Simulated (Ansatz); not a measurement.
A geometry of SnSe away from equilibrium: the start of the relaxation of a generated cell, SnSe built in the MnP structure type. All values below come from r2SCAN (plane waves to 500 eV, PAW, scalar-relativistic; Ansatz, an electronic-structure program). Γ-centred k-mesh 4×6×4 on the run's cell (coarser than for final values), Fermi–Dirac smearing 0.05 eV.

```xyz
8
Lattice="6.1179 0.0000 0.0000 0.0000 3.7119 0.0000 0.0000 0.0000 6.8901" Properties=species:S:1:pos:R:3:forces:R:3 pbc="T T T" free_energy=-46063.615 pressure_GPa=34.6
Sn     3.0932     0.9280     4.7900    0.5382    0.0000    0.0892
Sn     0.0343     0.9280     5.5452    0.5382    0.0000   -0.0892
Sn     3.0247     2.7839     2.1001   -0.5382    0.0000   -0.0892
Sn     6.0837     2.7839     1.3450   -0.5382    0.0000    0.0892
Se     4.2085     0.9280     0.4796    0.1752    0.0000    0.3675
Se     1.1496     0.9280     2.9655    0.1752    0.0000   -0.3675
Se     1.9094     2.7839     6.4106   -0.1752    0.0000   -0.3675
Se     4.9684     2.7839     3.9246   -0.1752    0.0000    0.3675
```

Positions in Å, forces in eV/Å, free energy of the cell in eV (comparable only within this code, potentials and settings). Largest force: 0.55 eV/Å, on Sn1, Sn2, Sn3, Sn4 (atoms numbered as listed); the geometry lies 0.90 eV/atom above the end of its relaxation.

No spin polarisation in the result.

The run could not lose the symmetry of its start.

The first start was generated by placing the elements on the sites of a structure type. A measured structure of SnSe has the same space group, Pnma (No. 62); the sites were not compared with it.
